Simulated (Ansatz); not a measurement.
Starting cell, NiO (rock salt):

```xyz
2
Lattice="0.0000 2.0943 2.0943 2.0943 0.0000 2.0943 2.0943 2.0943 0.0000" Properties=species:S:1:pos:R:3 pbc="T T T"
O      0.0000     0.0000     0.0000
Ni     2.0943     2.0943     2.0943
```

In each cell atom 2 (Ni, nearest neighbour O at 2.094 Å; its periodic images, 3.0 Å or more away, move with it) moves by s·(-1.000, 0.000, 0.000) (towards the nearest neighbour), the rest being held.

Level of theory: r2SCAN (plane waves to 500 eV, PAW, scalar-relativistic; Ansatz, a quantum-chemistry and plane-wave program). k mesh 11×11×11 (Γ-centred), Fermi-Dirac smearing 0.05 eV. F∥ is the force on the atom along that direction. NiO is run spin-polarised and with no Hubbard U; the real compound is an antiferromagnetic insulator, a state that this run doesn't describe. NiO was relaxed with its symmetry unable to fall. Relaxed NiO ends ferromagnetic. The magnetic order is the one the run started from; other orders were not tried. 

| s (Å) | F∥ (eV/Å) |
|---|---|
| -0.210 | 1.399 |
| -0.168 | 0.933 |
| -0.126 | 0.586 |
| -0.084 | 0.333 |
| -0.042 | 0.148 |
| 0.000 | 0.000 |
| 0.042 | -0.148 |
| 0.084 | -0.333 |
| 0.126 | -0.586 |
| 0.168 | -0.933 |
| 0.210 | -1.399 |

Problem. What is the force constant k = d²E/ds² of this move at s = 0?

Solution. 3.38 eV/Å². The forces along the line at the two nearest points give (0.148 − (-0.148)) / (2·0.042) = 3.52 eV/Å²; the next pair corrects for the finite step.

Problem. With two atoms in the cell this is the zone-centre optical mode. What wavenumber follows (transverse: no LO-TO term)?

Solution. 271 cm⁻¹. Reduced mass μ = 12.57 u; ν̃ = 521.5·√(k/μ) with k = 3.38 eV/Å².

(For displaced atoms, the force is minus the slope of the energy, and its curvature is a force constant, which sets phonon frequencies.)
